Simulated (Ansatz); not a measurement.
**Fields on a plane of BP (zinc blende)**

```yaml
crystal:
  lattice:
    - [0.00000, 2.27424, 2.27424]
    - [2.27424, 0.00000, 2.27424]
    - [2.27424, 2.27424, 0.00000]
  atoms:
    - { symbol: P, position: [0.75000, 0.75000, 0.75000] }
    - { symbol: B, position: [0.00000, 0.00000, 0.00000] }
```

The slice is a {110} plane (indices of the conventional cell) through the point (0.000, 0.000, 0.000) (fractional), spanned by u = [100] and v = [1 -1 -1] in vectors of this cell: u (3.22 Å) and v (4.55 Å, at 90° to u). It covers one period; positions are fractions (u, v).

Atoms on it: P at (0.50, 0.25); B at (0.00, 0.00).

The numbers are results of PBE (plane waves to 420 eV, PAW, scalar-relativistic; Ansatz, a program for electronic structure), not measurements. k mesh 12×12×12. Near the nuclei the fields are pseudised (PAW); where an atom keeps semicore shells as valence, they peak there. BP was relaxed with its symmetry unable to fall.

| v \ u | 0.00 | 0.10 | 0.20 | 0.30 | 0.40 | 0.50 | 0.60 | 0.70 | 0.80 | 0.90 |
|---|---|---|---|---|---|---|---|---|---|---|
| 0.86 | x | x | 4.7 | 8.5 | 9.9 | 10.2 | 9.9 | 8.5 | 4.7 | x |
| 0.71 | 8.6 | 8.9 | 9.5 | 10.1 | 10.4 | 10.5 | 10.4 | 10.1 | 9.5 | 8.9 |
| 0.57 | 9.5 | 9.6 | 9.7 | 9.5 | 9.3 | 9.1 | 9.3 | 9.5 | 9.7 | 9.6 |
| 0.43 | 9.5 | 8.9 | 6.7 | <2.0 | <2.0 | <2.0 | <2.0 | <2.0 | 6.7 | 8.9 |
| 0.29 | 8.6 | 7.1 | <2.0 | x | x | x | x | x | <2.0 | 7.1 |
| 0.14 | x | x | <2.0 | <2.0 | x | x | x | <2.0 | <2.0 | x |
| 0.00 | x | x | x | 4.4 | 5.6 | 5.0 | 5.6 | 4.4 | x | x |

Values: electrostatic potential energy of an electron, from the cell's mean, in eV. Points within 0.8 Å of a nucleus are blanked (x), as the pseudised field means little there. Values under 2 eV are set to 2. The zero, the cell's mean, hangs on the PAW cores.

```
|xxx356654434456653xx|
|xx23444322222344432x|
|33444332110112334443|
|55544321000001234455|
|66543210000000123456|
|55543110000000113455|
|44332100000000012334|
|32211000000000001122|
|11110000000000000111|
|00000000000000000000|
|00000000000000000000|
|00000001112111000000|
|00000012333332100000|
|00000124555554210000|
|00001345666665431000|
|00012456677766542100|
|00123456666666543210|
|01234554322234554321|
|123456520xxx02565432|
|33567751xxxxx1577653|
|45678873xxxxx3788765|
|56789996xxxxx6899876|
|668999984xxx48999986|
|56899999742479999986|
|34799999876789999974|
|xx58999987778999985x|
|xxx689988767889986xx|
|xxx367876656678763xx|
```
Scale: ten equal steps from 0.01 (start of '0') to 0.95 (end of '9'), in the order '0123456789'. Values: electron localisation function (ELF). The map has 20 points along u (one character each, u = 0 at the left) and 28 along v (v = 0 in the bottom row). Points within 0.4 Å of a nucleus are blanked (x), as the pseudised field means little there.

- Density on the P–B line (1.97 Å) at its midpoint: 0.89 e/Å³
- ELF at that point: 1.0
- ELF maximum in the middle third of the P–B line: 0.95, 0.9 Å from P
